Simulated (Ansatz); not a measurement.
**PbTe (rock salt), generalised stacking-fault energy along a line**

PbTe (rock salt) is sheared across one {110} plane: the third cell vector gains the shift, so faults repeat every 7.0 Å. The cut lies between planes 2.32 Å apart; the cell height is held.

```
CELL_PARAMETERS angstrom
      4.64527     0.00000     0.00000
      0.00000     6.56940     0.00000
      2.32263     3.28470     6.96790
ATOMIC_POSITIONS crystal
  Te 0.00000 0.00000 0.83333
  Te 0.33333 0.33333 0.16667
  Te 0.66667 0.66667 0.50000
  Pb 0.00000 0.50000 0.83333
  Pb 0.33333 0.83333 0.16667
  Pb 0.66667 0.16667 0.50000
```

In-plane vectors a = (4.645, 0.000) Å, b = (0.000, 6.569) Å, area 30.52 Å². The shift is s times the vector b (length 6.569 Å), so s = 1 restores the start. The shift is rigid: no atom relaxes. γ = [E(shift) − E(0)] / area.

Level of theory: PBE (plane waves to 420 eV, PAW, scalar-relativistic; Ansatz, a quantum-chemistry and plane-wave program). k mesh 6×6×6 (Γ-centred), Fermi-Dirac smearing 0.05 eV. E is the zero-smearing estimate. Stress and pressure are positive under compression. As the smearing reaches across the gap at some points, the k mesh leaves noise in γ, roughly 0.02 J/m² as judged from a few cases. Faults lie only 7.0 Å apart, and holding the cell height and the atoms raises γ above its relaxed value. PbTe was relaxed with its symmetry unable to fall. Spin-orbit coupling is left out, though Pb and Te are heavy. The PAW data are Ansatz's earlier set. The zero of γ is zero shift.

```csv
s,γ (meV/Å²),σ normal to the fault (GPa)
0.000,0,0.0
0.083,4,-0.3
0.167,16,-0.8
0.250,34,-0.9
0.333,45,-0.9
0.417,50,-0.6
0.500,52,-0.4
0.583,50,-0.6
0.667,45,-0.9
0.750,34,-0.9
0.833,16,-0.8
0.917,4,-0.3
```

Read from the data:

```
Property                                                                        Result
------------------------------------------------------------  ------------------------
Highest computed γ on the line                                               0.83 J/m²
Position of the highest point                                                s = 0.500
Local minima between the ends                                 no computed point is one
Steepest slope dγ/d(shift) before the first maximum (spline)                   5.4 GPa
```

(The slope of γ gives the shear force per area between the displaced halves; near zero shift its curvature is an elastic stiffness.)
